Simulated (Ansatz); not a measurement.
# Ba3Al2Sn2 squeezed and stretched

A database entry relaxed whole under r2SCAN (Immm):

```
Ba Al Sn
1.0
    -2.30886    2.64047   10.35330
     2.30886   -2.64047   10.35330
     2.30886    2.64047  -10.35330
Ba Al Sn
3 2 2
Direct
  0.00000 0.50000 0.50000
  0.81780 0.81780 0.00000
  0.18220 0.18220 0.00000
  0.56168 0.06168 0.50000
  0.43832 0.93832 0.50000
  0.63544 0.63544 0.00000
  0.36456 0.36456 0.00000
```

The cell was scaled uniformly, its shape held, and the atoms relaxed at each volume with plane-wave PAW DFT (Ansatz 0.2.0; r2SCAN, 500 eV, 7×7×7 Γ-centred mesh, fermi-dirac occupations of width 0.100 eV; no spin, no spin-orbit coupling). One row is withheld.

| volume (Å³/atom) | energy over the lowest (meV/atom) | pressure (GPa) |
| --- | --- | --- |
| 33.904 | 15.6 | 2.41 |
| 34.625 | 6.8 | 1.53 |
| 35.346 | 1.7 | 0.73 |
| 36.068 | 0.0 | 0.02 |
| 36.789 | 1.4 | -0.62 |
| 37.510 | ? | ? |
| 38.232 | 11.9 | -1.70 |

**Question.** Fit the pressures of the other rows to the third-order Birch-Murnaghan form.

**Answer.** With f = [(V₀/V)^(2/3) − 1]/2 and P = 3B₀f(1 + 2f)^(5/2)[1 + 3(B₀′ − 4)f/2], least squares gives V₀ = 36.09 Å³ an atom, B₀ = 33.5 GPa and B₀′ = 4.4; the rows miss the fit by less than 0.01 GPa. The slope of the energies differs from these pressures by less than 0.05 GPa.

**Question.** What does the withheld row hold?

**Answer.** The fit gives -1.19 GPa at 37.510 Å³; the run gave -1.19 GPa and 5.4 meV an atom.

Caveats: the shape of the cell was held, so B₀ is an upper bound where the axes differ in stiffness; 0 K, fixed nuclei; the symmetry was kept, and this need not be the phase that is stable at 0 K; one mesh for all volumes; pressure is positive in compression.
